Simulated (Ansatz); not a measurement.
Name crystals whose computed values (the program Ansatz at the LDA level (PAW)) fall in these windows: G_Hill (GPa) 5.9 to 8.5; HSE06 gap (eV) 3.1 to 3.8.



```json
[
 {"crystal": "TlCl3, C2/m (Tl on 4g, Cl on 8j, Cl on 4i)", "G_Hill (GPa)": "7.1", "HSE06 gap (eV)": "3.37"}
]
```
Others may fit too.

Standing as an ambient phase not checked: TlCl3, C2/m (Tl on 4g, Cl on 8j, Cl on 4i). Weakly bound layers, chains or molecules computed without a dispersion correction, so cells and soft constants are ill determined: TlCl3, C2/m (Tl on 4g, Cl on 8j, Cl on 4i). The cell was relaxed under the symmetry of its start. Scalar-relativistic: spin–orbit coupling is off unless named, which matters more the heavier the elements.

Potentials: the later of the program's two PAW sets.
